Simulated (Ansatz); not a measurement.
Geometry optimisation in Ansatz: input, command and trajectory.

```yaml
crystal:
  lattice:
    - [4.20608578, 2.42838475, 0.0]
    - [-1.0e-08, 4.8567695, 4.48649151]
    - [4.20608579, -2.42838475, 4.48649151]
  atoms:
    - { symbol: Li, position: [0.9592349835, 0.0354208915, 0.7093304625] }
    - { symbol: Mg, position: [0.5364581515, 0.1277722225, 0.1240291514] }
    - { symbol: Si, position: [0.0260064481, 0.9613956306, 0.2909370273] }
    - { symbol: Si, position: [0.9587827999, 0.7088047843, 0.0432302548] }
    - { symbol: Si, position: [0.4533773078, 0.8741258216, 0.8711803785] }
    - { symbol: Cu, position: [0.542428689, 0.7908949026, 0.4569431983] }
    - { symbol: Cu, position: [0.9597830996, 0.3791799705, 0.3748162535] }
    - { symbol: Cu, position: [0.45381307, 0.5402523293, 0.2065272772] }
    - { symbol: Cu, position: [0.4619875166, 0.2070342501, 0.5454587726] }
    - { symbol: Zn, position: [0.0436817484, 0.2934042937, 0.9591854806] }
    - { symbol: Zn, position: [0.0426288986, 0.6222727976, 0.6302550958] }
    - { symbol: Zn, position: [0.5549392523, 0.4569494964, 0.789506104] }
  symmetry: { detect: false }
basis:
  ecutwfc: 420
kpoints:
  mp_grid: { grid: [3, 2, 2], shift: [0.0, 0.5, 0.5] }
hamiltonian:
  xc: pbe
scf:
  occupations: { method: gaussian, width: 0.1 }
  lower_state_search: "off"
output:
  forces: true
  stress: true
  eigenvalues: true
relax:
  adjacent_minimum: "off"
  f_tol: 0.04
  max_steps: 50
  cell: { stress_tol: 0.3 }
```

```bash
ansatz run input.yaml --threads 4 --pin off --max-ram 9216MiB --backend cpu --events-out ev --progress --plain --runs-dir out
```

Level of theory: DFT PBE, scalar-relativistic, plane waves, PAW in Ansatz.

Of 32 frames 10 are shown, positions in Å and forces in eV/Å; the SCF threshold varies from step to step. Steps run on the plane waves of an earlier cell, with a Pulay correction in the pressure. The basis is chosen afresh for the last frame, the zero of the energies, and at times for earlier ones too; energy and pressure can step there, also at an unchanged geometry. Where two frames share a geometry here, they differ by under 2 meV/atom and 0.3 GPa.

```xyz
12
Lattice="4.2061 2.4284 0.0000 0.0000 4.8568 4.4865 4.2061 -2.4284 4.4865" Properties=species:S:1:pos:R:3:forces:R:3 pbc="T T T" step=1 free_energy_over_end_meV_per_atom=151.85 pressure_GPa=-6.67
Li    7.0181    0.7789    3.3413   -0.1132    0.3932   -0.2386
Mg    2.7781    1.6221    1.1297    0.0595   -0.2640    0.5916
Si    1.3331    4.0259    5.6186    0.4478   -0.3608    0.7148
Si    4.2146    5.6658    3.3740    0.3250   -0.9946   -0.0786
Si    5.5712    3.2308    7.8303   -0.2322    0.4118   -0.2897
Cu    4.2034    4.0488    5.5984    0.1413    0.0546   -0.0650
Cu    5.6134    3.2621    3.3828   -0.2889    0.0974    0.0409
Cu    2.7774    3.2244    3.3504    0.0354    0.1053    0.2729
Cu    4.2374    0.8028    3.3761    0.1297    0.0989    0.0084
Zn    4.2181   -0.7982    5.6197   -0.4049    0.0828    0.0654
Zn    2.8302    1.5953    5.6195   -0.0001    0.1816   -0.7498
Zn    5.6549    1.6497    5.5922   -0.0994    0.1938   -0.2721
12
Lattice="4.1040 2.2725 -0.1979 -0.2971 4.6939 4.0960 4.1150 -2.6572 4.1533" Properties=species:S:1:pos:R:3:forces:R:3 pbc="T T T" step=4 free_energy_over_end_meV_per_atom=50.30 pressure_GPa=0.24
Li    6.8901    0.4990    2.8363    0.0352   -0.0611    0.1628
Mg    2.7069    1.4501    1.1081    0.0229    0.0728   -0.0295
Si    1.0833    3.6529    5.2625    0.0489    0.0419    0.1564
Si    4.0000    5.1372    2.9947   -0.0761   -0.0388   -0.1122
Si    5.1590    2.9598    7.0847   -0.0266    0.1010   -0.1884
Cu    3.9006    3.6858    5.0762    0.0543   -0.0450   -0.0011
Cu    5.1253    2.9191    2.8119   -0.0784   -0.0838    0.0360
Cu    2.3631    3.2398    3.0719    0.0329    0.0469    0.0230
Cu    4.2615    0.4857    3.0387    0.0252   -0.1060   -0.0143
Zn    3.9400   -0.9944    5.0992    0.0306    0.0421    0.0931
Zn    2.6732    1.4040    4.8878   -0.0402   -0.0520   -0.1149
Zn    5.4065    1.3850    5.0338   -0.0288    0.0820   -0.0111
12
Lattice="4.0826 2.3172 -0.2204 -0.2990 4.7451 4.1202 4.0695 -2.7017 4.1961" Properties=species:S:1:pos:R:3:forces:R:3 pbc="T T T" step=8 free_energy_over_end_meV_per_atom=34.50 pressure_GPa=0.68
Li    7.1290    0.3791    2.9541   -0.0172    0.0586    0.0042
Mg    2.5975    1.4844    1.3239    0.0262   -0.0349    0.0753
Si    1.1409    3.5650    5.4600   -0.0446    0.2121    0.1071
Si    3.9265    5.3567    3.1700    0.0396   -0.1698    0.0247
Si    5.4091    3.0218    6.8787    0.0253    0.1940    0.0130
Cu    3.7197    3.7203    5.1080    0.0023   -0.0630   -0.0083
Cu    4.6466    2.7714    2.7853    0.0191   -0.0088    0.0079
Cu    2.2099    3.5514    3.1076   -0.0662   -0.0689   -0.0798
Cu    4.5051    0.1990    3.1254   -0.0345   -0.0269   -0.0620
Zn    3.8363   -0.8183    5.3200    0.0195   -0.0665    0.0262
Zn    2.6284    1.4017    4.3788    0.0428   -0.0352   -0.0225
Zn    5.3479    1.4999    4.9602   -0.0122    0.0095   -0.0857
12
Lattice="4.0944 2.3815 -0.2572 -0.3369 4.8714 4.1470 4.0031 -2.6986 4.1157" Properties=species:S:1:pos:R:3:forces:R:3 pbc="T T T" step=11 free_energy_over_end_meV_per_atom=25.28 pressure_GPa=-0.17
Li    7.2431    0.4506    2.8959    0.0553   -0.0077    0.0293
Mg    2.5671    1.5517    1.3445   -0.0226   -0.0373   -0.0723
Si    1.0557    3.8411    5.5548    0.0131    0.0441    0.1223
Si    3.8584    5.3767    3.2305    0.1160   -0.1094    0.0345
Si    5.5749    3.2826    6.5722   -0.1658   -0.0723   -0.1174
Cu    3.5331    3.8272    5.0880    0.0067    0.0641    0.1064
Cu    4.4923    2.8768    2.8047   -0.0982   -0.0388    0.0293
Cu    2.0131    3.6493    3.1014   -0.0608    0.0833   -0.0660
Cu    4.5462    0.1838    3.0416    0.0799    0.0295   -0.0289
Zn    3.7727   -0.7592    5.2679    0.0423    0.0500   -0.0211
Zn    2.6025    1.4342    4.2898   -0.0355    0.0337   -0.0336
Zn    5.2831    1.5791    4.8389    0.0690   -0.0392    0.0178
12
Lattice="4.1116 2.4516 -0.4284 -0.4927 4.9652 4.1189 3.8283 -2.7524 3.9491" Properties=species:S:1:pos:R:3:forces:R:3 pbc="T T T" step=15 free_energy_over_end_meV_per_atom=11.76 pressure_GPa=-0.56
Li    7.5946    0.2232    2.7178    0.0265    0.0380    0.0245
Mg    2.5481    1.5773    1.0192   -0.0185   -0.0013    0.0813
Si    0.8310    4.1460    5.7975    0.1315   -0.1092    0.0420
Si    3.6256    5.3342    3.2245    0.1345    0.0805   -0.0212
Si    5.3711    3.4087    6.0763   -0.2015   -0.0148    0.0080
Cu    3.0736    3.8135    4.9824   -0.0143    0.0316    0.0054
Cu    4.0709    2.9816    2.6982   -0.0546   -0.0310    0.0804
Cu    1.6198    3.7008    2.9119   -0.0001    0.0916   -0.0731
Cu    4.4270    0.1453    2.8165   -0.0536   -0.0916   -0.0752
Zn    3.7732   -0.4714    5.1714    0.0102    0.0070    0.0723
Zn    2.3429    1.4676    4.0231   -0.0106    0.0491   -0.1041
Zn    5.3834    1.6265    4.3974    0.0497   -0.0504   -0.0403
12
Lattice="4.0924 2.4553 -0.4606 -0.5009 4.9272 4.1147 3.7701 -2.7480 3.9530" Properties=species:S:1:pos:R:3:forces:R:3 pbc="T T T" step=18 free_energy_over_end_meV_per_atom=7.21 pressure_GPa=0.08
Li    7.6124    0.1797    2.7078    0.0093   -0.0222   -0.0096
Mg    2.5410    1.5420    0.9889    0.0205   -0.0053   -0.0299
Si    0.9039    4.1043    6.0490    0.0159    0.0401   -0.0416
Si    3.6239    5.3409    3.2273    0.0191   -0.0035   -0.0135
Si    5.2685    3.3850    5.9945    0.0151    0.0076   -0.0129
Cu    2.9794    3.7685    4.9347   -0.0423    0.0219   -0.0055
Cu    3.9721    2.9843    2.7041    0.0143   -0.0142    0.0165
Cu    1.5773    3.7442    2.7982    0.0352   -0.0111    0.0279
Cu    4.2511    0.0823    2.8071   -0.0475    0.0209   -0.0083
Zn    3.7481   -0.4108    5.2187    0.0040   -0.0438    0.0661
Zn    2.2289    1.4821    3.9506   -0.0088    0.0747    0.0008
Zn    5.4413    1.5715    4.2605   -0.0356   -0.0655    0.0099
12
Lattice="4.0754 2.4049 -0.4513 -0.5191 4.8750 4.1565 3.7911 -2.7464 4.0042" Properties=species:S:1:pos:R:3:forces:R:3 pbc="T T T" step=22 free_energy_over_end_meV_per_atom=4.90 pressure_GPa=0.04
Li    7.7607    0.0803    2.6614   -0.0391   -0.0071    0.0291
Mg    2.6048    1.5600    0.9295    0.0169    0.0260    0.0163
Si    0.9862    4.1223    6.2720   -0.0200    0.0415    0.0292
Si    3.6163    5.2395    3.2471   -0.0636    0.0234   -0.0987
Si    5.2607    3.4080    6.0086    0.0144    0.0369    0.0547
Cu    2.9131    3.7389    4.9748    0.0079   -0.0160    0.0072
Cu    3.9250    2.8662    2.8347   -0.0043   -0.0305   -0.0162
Cu    1.5599    3.7231    2.7975    0.0246   -0.0013    0.0412
Cu    4.0872    0.1046    2.8309    0.0058   -0.0090    0.0059
Zn    3.7792   -0.5915    5.3057    0.0207   -0.0623   -0.0221
Zn    2.1614    1.4656    4.0441    0.0146    0.0072   -0.0397
Zn    5.4089    1.4519    4.3481    0.0216   -0.0086   -0.0068
12
Lattice="4.0877 2.4049 -0.4663 -0.5288 4.8643 4.2150 3.7627 -2.7034 4.0129" Properties=species:S:1:pos:R:3:forces:R:3 pbc="T T T" step=25 free_energy_over_end_meV_per_atom=1.82 pressure_GPa=-0.04
Li    7.7036    0.1225    2.5976   -0.0079    0.0320   -0.0410
Mg    2.7989    1.6330    0.9018   -0.0036   -0.0316    0.0245
Si    1.0056    4.3037    6.4257    0.0056   -0.0105   -0.0142
Si    3.4409    5.2012    3.1006   -0.0169    0.0143   -0.0267
Si    5.1556    3.4895    5.9767   -0.0020   -0.0563   -0.0021
Cu    2.8271    3.8113    5.0190   -0.0180    0.0114    0.0069
Cu    3.8853    2.8313    2.9922    0.0176   -0.0019    0.0516
Cu    1.4658    3.6858    2.8567    0.0012    0.0161   -0.0321
Cu    4.0883    0.1649    2.8543    0.0113    0.0107   -0.0153
Zn    3.9199   -0.7859    5.3203   -0.0122    0.0159    0.0283
Zn    2.1267    1.4668    4.1075   -0.0117    0.0174    0.0360
Zn    5.4898    1.4381    4.4163    0.0367   -0.0176   -0.0160
12
Lattice="4.0776 2.4170 -0.4509 -0.5166 4.8958 4.2141 3.7748 -2.7256 4.0304" Properties=species:S:1:pos:R:3:forces:R:3 pbc="T T T" step=29 free_energy_over_end_meV_per_atom=0.19 pressure_GPa=-0.03
Li    7.5162    0.1231    2.5393    0.0030   -0.0016    0.0057
Mg    2.9179    1.6614    0.9695    0.0239    0.0230   -0.0090
Si    1.0344    4.4232    6.4586   -0.0629    0.0157    0.0122
Si    3.3825    5.2413    3.0496    0.0242   -0.0168   -0.0022
Si    5.0669    3.3855    5.9605    0.0072    0.0004    0.0127
Cu    2.7857    3.9089    5.0163    0.0033   -0.0121   -0.0004
Cu    3.9152    2.8470    3.1372    0.0250   -0.0195   -0.0122
Cu    1.4451    3.7075    2.8159   -0.0105    0.0175   -0.0060
Cu    4.1246    0.1427    2.8961   -0.0150    0.0185    0.0005
Zn    4.0413   -0.8720    5.3633   -0.0159   -0.0041   -0.0058
Zn    2.1191    1.5257    4.1816    0.0022    0.0080    0.0079
Zn    5.6441    1.3966    4.3719    0.0153   -0.0290   -0.0035
12
Lattice="4.0787 2.4169 -0.4560 -0.5201 4.8922 4.2085 3.7718 -2.7278 4.0258" Properties=species:S:1:pos:R:3:forces:R:3 pbc="T T T" step=32 free_energy_over_end_meV_per_atom=0.00 pressure_GPa=0.02
Li    7.5178    0.1201    2.5286    0.0013    0.0007   -0.0003
Mg    2.9194    1.6635    0.9583    0.0023    0.0033   -0.0011
Si    1.0213    4.4214    6.4442   -0.0124    0.0051    0.0077
Si    3.3895    5.2334    3.0424    0.0041   -0.0075   -0.0045
Si    5.0642    3.3814    5.9557   -0.0004    0.0008    0.0041
Cu    2.7813    3.9046    5.0093    0.0033   -0.0025   -0.0027
Cu    3.9138    2.8368    3.1351    0.0048   -0.0052   -0.0003
Cu    1.4437    3.7102    2.8063   -0.0026    0.0048   -0.0031
Cu    4.1111    0.1454    2.8933   -0.0034    0.0032   -0.0011
Zn    4.0395   -0.8807    5.3553   -0.0041    0.0010    0.0013
Zn    2.1093    1.5280    4.1828    0.0037    0.0036    0.0008
Zn    5.6496    1.3912    4.3570    0.0034   -0.0073   -0.0009
```

Time: 3.1 min on 4 threads of Arm Neoverse V1 (shared host), peak memory 0.68 GiB.

The k mesh is coarse.